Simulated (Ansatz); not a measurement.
## Sn: from a starting cell to a relaxed one

The start is a randomly generated symmetric cell of Sn (space group No. 229). The structure is fully relaxed (lattice and positions, P = 0) with PBEsol (plane waves to 420 eV, PAW, scalar-relativistic; Ansatz, an electronic-structure program). The first steps use a coarse 8×8×8 k-mesh.

Initial structure:
```yaml
crystal:
  lattice:
    - [-2.84166, 2.84166, 2.84166]
    - [2.84166, -2.84166, 2.84166]
    - [2.84166, 2.84166, -2.84166]
  atoms:
    - { symbol: Sn, position: [0.00000, 0.50000, 0.50000] }
    - { symbol: Sn, position: [0.50000, 0.00000, 0.50000] }
    - { symbol: Sn, position: [0.50000, 0.50000, 0.00000] }
```

How large is the pressure on the unrelaxed cell, and of which sign?

+4.7 GPa (positive: the cell is compressed).

How do the shortest distances between atoms change?

The closest pairs of elements (up to four, under 3.6 Å), start → end: Sn–Sn 2.84 → 2.94 Å.

Is the relaxed structure metallic? Give its gap.

Zero (metallic).

Give the final cell and atomic positions.


Space group Im-3m (No. 229); a = b = c = 5.8721 Å, α = β = γ = 90.00°

| atom | site | symmetry | x | y | z |
|---|---|---|---|---|---|
| Sn | 6b | 4/mm.m | 0.0000 | 0.0000 | 0.5000 |
(The calculation used a cell of 3 atoms; values per cell refer to that cell.)

The space group stays Im-3m (No. 229) (the run could not lower it), with 3 atoms in the primitive cell. Final values are on a 11×11×11 k-mesh of the relaxed cell. No spin polarisation in the result.

The run could not lower the symmetry of its start; a shaken copy of this end point relaxes with PBEsol to C2/m (No. 12) at a tolerance of 0.01 Å, Immm (No. 71) at 0.1 Å, 0.39 eV/atom lower.

The relaxed structure here is a generated cell of Sn: the first start was made by a random draw of sites in a space group, and the end was not matched to a known phase here, so it may be hypothetical. Known forms of Sn include space group No. 141, 227.
